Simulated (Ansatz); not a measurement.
# Relaxing mercury (simple cubic)

These are results of DFT, r2SCAN, plane waves (500 eV) with PAW, scalar-relativistic (Ansatz), not measurements. (PAW data from PBE, frozen cores regenerated.)

k-point mesh 11×11×11, Fermi-Dirac smearing 0.1 eV, no spin polarisation. Cell and atoms relax.

Starting structure:

```
CELL_PARAMETERS angstrom
2.92083 0.00000 0.00000
0.00000 2.92083 0.00000
0.00000 0.00000 2.92083
ATOMIC_POSITIONS crystal
Hg 0.00000 0.00000 0.00000
```

Problem. What cell does the relaxation end in?

Solution. Pm-3m with a = 3.009 Å; 27.24 Å³ per atom against 24.92 at the start (9.3 %).

Problem. How much energy does the relaxation gain?

Solution. 23.1 meV per atom.
